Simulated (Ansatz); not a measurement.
Level of theory: DFT PBE, scalar-relativistic, plane waves, PAW (Ansatz 0.2.0). All cells share a 420 eV cutoff and Γ-centred k meshes spaced at most about 0.3 Å⁻¹ (about 0.25 or finer for metals, 2π included). No spin polarisation in the final relaxations.

These are static total energies at zero pressure.

Compare these two cells of Ga4SeS, each relaxed at this level.

A.

```cif
data_structure
_symmetry_space_group_name_H-M 'F-43m'
_symmetry_Int_Tables_number 216
_cell_length_a 7.9081
_cell_length_b 7.9081
_cell_length_c 7.9081
_cell_angle_alpha 90.000
_cell_angle_beta 90.000
_cell_angle_gamma 90.000
_cell_volume 494.55
loop_
_atom_site_label
_atom_site_type_symbol
_atom_site_symmetry_multiplicity
_atom_site_Wyckoff_symbol
_atom_site_fract_x
_atom_site_fract_y
_atom_site_fract_z
_atom_site_occupancy
Ga1 Ga 16 e 0.87489 0.37489 0.87489 1
Se1 Se 4 d 0.25000 0.25000 0.75000 1
S1 S 4 a 0.00000 0.00000 0.00000 1
```

B.

```cif
data_structure
_symmetry_space_group_name_H-M 'P4/mmm'
_symmetry_Int_Tables_number 123
_cell_length_a 4.3753
_cell_length_b 4.3753
_cell_length_c 7.8642
_cell_angle_alpha 90.000
_cell_angle_beta 90.000
_cell_angle_gamma 90.000
_cell_volume 150.54
loop_
_atom_site_label
_atom_site_type_symbol
_atom_site_symmetry_multiplicity
_atom_site_Wyckoff_symbol
_atom_site_fract_x
_atom_site_fract_y
_atom_site_fract_z
_atom_site_occupancy
Ga1 Ga 4 i 0.00000 0.50000 0.24067 1
Se1 Se 1 b 0.00000 0.00000 0.50000 1
S1 S 1 c 0.50000 0.50000 0.00000 1
```

Question: Which would you expect to be lower, and how large is the difference?

Answer: B is lower, by 174 meV/atom. A has space group F-43m (No. 216), 20.6 Å³/atom and no gap on its mesh; B has space group P4/mmm (No. 123), 25.1 Å³/atom and no gap. The shortest distance is 2.79 Å (Ga–Ga) in A and 2.89 Å (Ga–S) in B. The lower one is the more open, so pressure narrows the difference. In A, Ga is surrounded by 6 Ga at 2.79–2.80 Å, 3 S at 3.28 Å and 3 Se at 3.28 Å; Se has 12 Ga at 3.28 Å and 4 S at 3.42 Å; around S lie 12 Ga at 3.28 Å and 4 Se at 3.42 Å (long contacts). In B, Ga has 2 S at 2.89 Å, 2 Se at 2.99 Å and 4 Ga at 3.09 Å; around Se lie 8 Ga at 2.99 Å; around S lie 8 Ga at 2.89 Å. Both come from invented guesses.

Cells relaxed within their symmetry can be saddle points.
